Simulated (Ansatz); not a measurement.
**Two states of TaMnN**

```
Mn Ta N
1.0
     3.00927    0.00000    0.00000
     0.00000    3.00927    0.00000
     0.00000    0.00000    7.61841
Mn Ta N
2 2 2
Direct
  0.00000 0.50000 0.90000
  0.50000 0.00000 0.10000
  0.00000 0.50000 0.33500
  0.50000 0.00000 0.66500
  0.00000 0.50000 0.61700
  0.50000 0.00000 0.38300
```

The numbers come from plane-wave PAW DFT (Ansatz): PBE, 420 eV, 6×6×3 Γ-centred k points, cold occupations (width 0.0442 eV). Nothing was relaxed. The cell carries a charge of +2 e on a uniform background.

State A: Mn1 along (0.00, 0.00, 1.00), Mn2 along (0.00, 0.00, -1.00) (spinors with spin-orbit coupling). State B: no moments (spinors with spin-orbit coupling).

Task: Which state is lower, and how do they differ?

Result: State A is lower by 73.8 meV an atom at zero smearing.

| state | free energy (meV/atom) | largest moment in a small sphere (μB) | net moment (μB/cell) | gap on mesh (eV) | pressure (GPa) | largest force (eV/Å) |
| --- | --- | --- | --- | --- | --- | --- |
| A | 0.0 | 2.61 | 0.00 | metal | n/a | 1.59 |
| B | 73.7 | 0.05 | 0.09 | metal | n/a | 2.12 |

Origin: a known structure type with other elements, at an estimated volume, so it need not be a known compound. Caveats: semilocal functionals often miss the gap of such magnets; the k mesh is coarse if the cell is a metal; atoms or cell far from equilibrium; charged cell with a uniform background; the SCF threshold is loose for a stress.
